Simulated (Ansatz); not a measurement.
A relaxed cell of YAl₅N₆ is given with its symmetry left out. The cell was found from a structure generator's guess, not taken from experiment.

These are results of DFT PBE, scalar-relativistic, plane waves, PAW (Ansatz), not measurements. Cutoff 420 eV, Γ-centred mesh, Gaussian smearing, no spin polarisation.

```
CELL_PARAMETERS angstrom
5.63517 0.00000 0.00000
-2.81758 4.88020 0.00000
0.00000 0.00000 5.09888
ATOMIC_POSITIONS crystal
Y 0.00000 0.00000 0.97514
Al 0.66667 0.33333 0.99656
Al 0.33333 0.66667 0.99656
Al 0.00000 0.34967 0.50198
Al 0.65033 0.65033 0.50198
Al 0.34967 0.00000 0.50198
N 0.66667 0.33333 0.37379
N 0.33333 0.66667 0.37379
N 0.00000 0.00000 0.44246
N 0.00000 0.38523 0.87192
N 0.61477 0.61477 0.87192
N 0.38523 0.00000 0.87192
```

Energies over the elements count from the elements' standard structures at the same level (N₂ as a molecule), with no fitted energy shifts.

(1) Find its symmetry and describe it.

(2) How far does it lie from the elements in energy?

(3) Is it a metal?

Answers

(1) P31m (No. 157), with Y and Al ordered on wurtzite sites. Conventional cell: a = 5.635 Å, c = 5.099 Å. Y has 3 N at 2.23 Å, 1 N at 2.38 Å, 1 N at 2.72 Å and 12 Al at 3.12–3.33 Å; Al on a site of symmetry 3 is surrounded by 4 N at 1.86–1.92 Å, 9 Al at 3.12–3.25 Å, 1 N at 3.18 Å and 3 Y at 3.26 Å; Al on a site of symmetry m has 4 N at 1.90–1.99 Å, 1 Y at 3.12 Å, 8 Al at 3.12–3.18 Å, 1 N at 3.22 Å and 1 Y at 3.33 Å; N on a site of symmetry 3 has 4 Al at 1.92–1.95 Å; 2 more sites not described.

(2) −1.339 eV/atom. It lies below the elements, which doesn't yet make it stable against other compounds or structures.

(3) No, the gap on the 6×6×6 mesh is 3.31 eV.

The last run used a 6×6×6 mesh for its 12-atom cell and Gaussian smearing of 0.02 eV. Kohn–Sham gaps at this level usually fall short of measured ones. A later test with randomly moved atoms came back to the same energy, though modes that don't fit the test's cell weren't probed.
